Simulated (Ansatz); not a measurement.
RbBr (rock salt, Fm-3m), the program Ansatz at the PBE level (PAW): ε∞ = 2.46, cell volume 86.41 Å³. Infrared-active transverse modes:

```csv
ω_TO (cm⁻¹),oscillator strength S_xx (e²/amu)
76.1,0.03282
```

Question: Compute the static dielectric constant.

Answer: Each mode adds (4.921e7/V) S/ω²: 3.23. So ε0 = 5.69.

Question: What LO frequency does the Lyddane–Sachs–Teller relation give?

Answer: ω_LO = ω_TO √(ε0/ε∞) = 116 cm⁻¹.

The cell was relaxed with PBE under the symmetry of its start; phonons on a q-mesh show no instability. Scalar-relativistic: spin–orbit coupling is off unless named, which matters more the heavier the elements.

Potentials: the later of the program's two PAW sets.
